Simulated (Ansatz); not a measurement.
# Two inputs for MgV₂PbO₂F₈

This input was run with Ansatz:

```yaml
crystal:
  lattice:
    - [5.1622255457, 0.0, 0.0]
    - [-0.0646758397, 5.8181407643, 0.0]
    - [-1.9435376991, -1.8269893829, 6.7220412959]
  atoms:
    - { symbol: Mg, position: [0.73511, 0.12913, 0.422103] }
    - { symbol: V, position: [0.377675, 0.360344, 0.761841], spin: 1.0 }
    - { symbol: V, position: [0.629501, 0.641099, 0.244915], spin: 1.0 }
    - { symbol: Pb, position: [0.995388, 0.946564, 0.949115] }
    - { symbol: O, position: [0.471249, 0.30597, 0.55385] }
    - { symbol: O, position: [0.627638, 0.76316, 0.47601] }
    - { symbol: F, position: [0.530539, 0.101596, 0.860967] }
    - { symbol: F, position: [0.444944, 0.927878, 0.174444] }
    - { symbol: F, position: [0.025281, 0.172864, 0.67521] }
    - { symbol: F, position: [0.942563, 0.87378, 0.280937] }
    - { symbol: F, position: [0.164135, 0.628353, 0.752222] }
    - { symbol: F, position: [0.819328, 0.359822, 0.284849] }
    - { symbol: F, position: [0.688242, 0.579281, 0.949338] }
    - { symbol: F, position: [0.310907, 0.43635, 0.072531] }
magnetization:
  spin_polarized: true
kpoints:
  mp_grid: { grid: [5, 4, 4] }
scf:
  occupations: { method: fermi_dirac, width: 0.02 }
hamiltonian:
  xc: pbe
  pseudopotentials: { kind: paw }
  hubbard: { sites: [{ species: V, l: d, u_eff: 3.0 }], double_counting: amf }
output:
  forces: true
  stress: true
  populations: true
  efg:
    quadrupole_moments_barn: { Mg: 0.1994, V: -0.052, O: -0.02558 }
    contact_densities: true
  write_density: true
  write_potential: true
  elf: true
  volumetric_format: npy
basis:
  ecutrho_ratio: 9
```

It converged. Of its output the block on the nuclei alone is shown, without the SCF iterations, energies, forces and stress (one atom of each set):

```
--- PAW observables at the nuclei: V_zz in 10²¹ V/m², potentials from the cell's mean, atoms counted from 1 ---
  atom   1  Mg V_zz =    +0.815898   η = 0.7513   by run symmetry: allowed   C_q = +3.9338 MHz
            electrostatic potential = -1100.150528 V   contact ρ = 7795.421218 e/Å³   contact ρ_s (e/Å³): all electrons +0.007512, valence +0.007800
  atom   2  V  V_zz =    +5.584506   η = 0.9222   by run symmetry: allowed   C_q = -7.0217 MHz
            electrostatic potential = -2684.825635 V   contact ρ = 66007.683171 e/Å³   contact ρ_s (e/Å³): all electrons -1.075145, valence +0.427992
  atom   3  V  V_zz =    +2.986295   η = 0.7981   by run symmetry: allowed   C_q = -3.7548 MHz
            electrostatic potential = -2684.899520 V   contact ρ = 66005.974038 e/Å³   contact ρ_s (e/Å³): all electrons -1.110577, valence +0.380898
  atom   4  Pb V_zz =   -15.141386   η = 0.6860   by run symmetry: allowed
            electrostatic potential = -17472.406386 V   contact ρ = 16532918.761671 e/Å³   contact ρ_s (e/Å³): all electrons +0.402491, valence +0.421746
  atom   5  O  V_zz =    -1.003946   η = 0.8685   by run symmetry: allowed   C_q = +0.6210 MHz
            electrostatic potential = -619.654018 V   contact ρ = 2159.668587 e/Å³   contact ρ_s (e/Å³): all electrons +0.035183, valence +0.046521
  atom   6  O  V_zz =    -1.545348   η = 0.9464   by run symmetry: allowed   C_q = +0.9558 MHz
            electrostatic potential = -619.788653 V   contact ρ = 2161.261919 e/Å³   contact ρ_s (e/Å³): all electrons +0.037296, valence +0.053671
  atom   7  F  V_zz =    +9.232980   η = 0.4255   by run symmetry: allowed
            electrostatic potential = -736.691109 V   contact ρ = 3128.038476 e/Å³   contact ρ_s (e/Å³): all electrons +0.045891, valence +0.100164
  atom   8  F  V_zz =    -7.792335   η = 0.8386   by run symmetry: allowed
            electrostatic potential = -736.259470 V   contact ρ = 3127.289641 e/Å³   contact ρ_s (e/Å³): all electrons +0.033998, valence +0.056201
  atom   9  F  V_zz =    -7.494080   η = 0.9442   by run symmetry: allowed
            electrostatic potential = -735.852324 V   contact ρ = 3126.862008 e/Å³   contact ρ_s (e/Å³): all electrons +0.027595, valence +0.052457
  atom  10  F  V_zz =    +6.917985   η = 0.6467   by run symmetry: allowed
            electrostatic potential = -736.296256 V   contact ρ = 3127.510883 e/Å³   contact ρ_s (e/Å³): all electrons +0.034045, valence +0.069430
  atom  11  F  V_zz =   +10.280125   η = 0.3870   by run symmetry: allowed
            electrostatic potential = -736.483533 V   contact ρ = 3127.903979 e/Å³   contact ρ_s (e/Å³): all electrons +0.038709, valence +0.083500
  atom  12  F  V_zz =    +8.308228   η = 0.5154   by run symmetry: allowed
            electrostatic potential = -736.246332 V   contact ρ = 3126.711148 e/Å³   contact ρ_s (e/Å³): all electrons +0.044155, valence +0.089002
  atom  13  F  V_zz =    -7.319385   η = 0.7768   by run symmetry: allowed
            electrostatic potential = -735.903045 V   contact ρ = 3127.515764 e/Å³   contact ρ_s (e/Å³): all electrons +0.044777, valence +0.078023
  atom  14  F  V_zz =    +7.334311   η = 0.9582   by run symmetry: allowed
            electrostatic potential = -736.272039 V   contact ρ = 3127.720841 e/Å³   contact ρ_s (e/Å³): all electrons +0.056337, valence +0.096092
```

Q: Can these gradients be trusted, and how do they compare with a run on standard settings?

A: As results of these settings, within the limits told below. Against the standard input the change is `hamiltonian.hubbard`: not typed → {sites: [{species: V, l: d, u_eff: 3.0}], double_counting: amf}; `basis.ecutrho_ratio`: not typed → 9. A site carries the number of its first atom; V_zz in 10²¹ V/m².

```
site  atom  V_zz standard  η standard  V_zz here  η here
  Mg     1           0.82        0.74       0.82    0.75
  V2     2           5.69        0.88       5.58    0.92
  V3     3           2.99        0.73       2.99    0.80
  Pb     4         -15.17        0.67     -15.14    0.69
  O5     5           1.30        0.28      -1.00    0.87
  O6     6          -2.23        0.66      -1.55    0.95
  F7     7           9.21        0.42       9.23    0.43
 F10    10           7.04        0.62       6.92    0.65
 F11    11          10.27        0.37      10.28    0.39
 F12    12           8.35        0.50       8.31    0.52
 F13    13          -7.20        0.82      -7.32    0.78
 F14    14           7.38        0.91       7.33    0.96
```

The largest change of V_zz along a kept axis is on O6, from -2.23 to -1.55. In per cent, |V_zz| changes by 0 on Mg, -2 to 0 on V, 0 on Pb, -31 on O, -2 to +2 on F (all sites that start above 0.5, bar those whose gradient vanishes or changes sign or whose main axis turns by over 40°). Where |V_zz| stays above 0.1 and the axes keep their order, η moves most on O6, from 0.66 to 0.95. On O5 the largest principal value lies along another axis in the second run, so the two V_zz can't be compared directly. The table leaves out 2 of the 14 sites, with |V_zz| up to 7.83; their tensors move by 0.12 at most along any direction. The statements above cover all sites. The absolute magnetisation of the cell goes from 2.5 to 2.1 μB. SCF iterations: 27 and 22.

On the reference run: The largest force is 1.5 eV/Å, so the atoms aren't at the calculated equilibrium and relaxing them would move these values. The program didn't check the stability of this electronic state in full, so a lower one may lie near. Spin–orbit coupling is left out, which shifts gradients on Pb by a few per cent in wide-gap crystals, and can shift them far more where the calculated gap is small or absent, as here. With a gap of 1.0 eV on this mesh, small gradients can still move by 0.1 × 10²¹ V/m² or more as the k-mesh gets denser. All moments are parallel here, as the start or the cell imposes; many such compounds order antiparallel, where fields and spin densities carried over to other atoms largely cancel. The magnetic order is the one that the run reached from its start moments, not necessarily the measured one.
